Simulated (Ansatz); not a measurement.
Na:
```xyz
1
Lattice="-2.1118 2.1118 2.1118 2.1118 -2.1118 2.1118 2.1118 2.1118 -2.1118" Properties=species:S:1:pos:R:3 pbc="T T T"
Na     0.0000     0.0000     0.0000
```

Relaxed with r²SCAN. Special points in fractions of this cell's reciprocal vectors: Γ (0.000, 0.000, 0.000); H (0.500, -0.500, 0.500); N (0.000, 0.000, 0.500); P (0.250, 0.250, 0.250).

Task: List the band energies nearest the Fermi level at these points for r²SCAN (plane waves, PAW; program Ansatz).

Result: In eV from the Fermi level; about four levels below and three above (degenerate sets whole), none deeper than 8.9 eV; … stands for higher levels left out; points with the same levels are listed once.

```json
[
 {"k": "Γ", "below": "-3.44", "above": "12.54 12.54 12.54"},
 {"k": "H", "below": "–", "above": "4.76 4.76 …"},
 {"k": "N", "below": "–", "above": "0.75 1.45 8.74"},
 {"k": "P", "below": "–", "above": "2.86 2.86 2.86"}
]
```

Space group Im-3m (bcc (W type)). The r²SCAN relaxation kept the symmetry of its start.

Potentials: the later of the program's two PAW sets.
